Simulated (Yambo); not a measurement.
PbBrF (space group P4/nmm, No. 129): the exchange self-energy on PBEsol orbitals (Yambo, 2×2×2 mesh) holds the Coulomb divergence, which is integrated with random points (RandQpts).

| random points | exchange-only gap Z → Z (eV) | shift of the valence edge (eV) | gap against the reference (meV) |
|---|---|---|---|
| 1,000 | 8.88 | -3.10 | -49 |
| 10,000 | 8.85 | -3.04 | -83 |
| 100,000 | 8.94 | -3.19 | 12 |
| 1,000,000 | 8.94 | -3.18 | 5 |
| 5,000,000 | 8.93 | -3.17 | reference |

From 100,000 points on, the gap stays within 20 meV of the run with most points. The error is statistical; each row is a single draw, so the rows fix no rate of convergence.

Spin-orbit coupling is not included.

Geometry of the Materials Project entry, not relaxed at this level; primitive cell a = b = 4.185 Å, c = 7.662 Å, α = β = γ = 90.00°.

A shift is the quasiparticle energy of the state minus its PBEsol energy.
